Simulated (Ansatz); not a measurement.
Data:

Mo3Os:
```cif
data_Mo6Os2
_chemical_formula_sum 'Mo6 Os2'
_space_group_name_H-M_alt 'Pm-3n'
_space_group_IT_number 223
_space_group_name_Hall '-P 4n 2 3'
_cell_length_a 4.96876
_cell_length_b 4.96876
_cell_length_c 4.96876
_cell_angle_alpha 90.000
_cell_angle_beta 90.000
_cell_angle_gamma 90.000
loop_
_atom_site_label
_atom_site_type_symbol
_atom_site_symmetry_multiplicity
_atom_site_Wyckoff_symbol
_atom_site_fract_x
_atom_site_fract_y
_atom_site_fract_z
_atom_site_occupancy
Mo1 Mo 6 c 0.00000 0.50000 0.25000 1
Os1 Os 2 a 0.00000 0.00000 0.00000 1
```

This is the r²SCAN-relaxed structure.

Task: All from the program Ansatz at the r²SCAN level (PAW), unless another level is named. Give the density of states at the Fermi level.

Result: 0.96 states/eV per atom (mean over ±0.08 eV).

Task: What about the formation energy from the elements (no fitted shifts)?

Result: 0.008 eV/atom.

The workflow started from a Materials Project entry (that database holds measured and hypothetical structures alike); the Crystallography Open Database files this formula in space group No. 223, but the cells were not matched. Whether it is the stable phase at ambient conditions was not checked. Symmetry was held in the r²SCAN relaxation; its stability against distortions is not shown here. The run is not spin-polarised. The references are the lowest solids computed at this level, not always the standard phases. Spin–orbit coupling is left out wherever it is not named.

Potentials: the later of the program's two PAW sets.
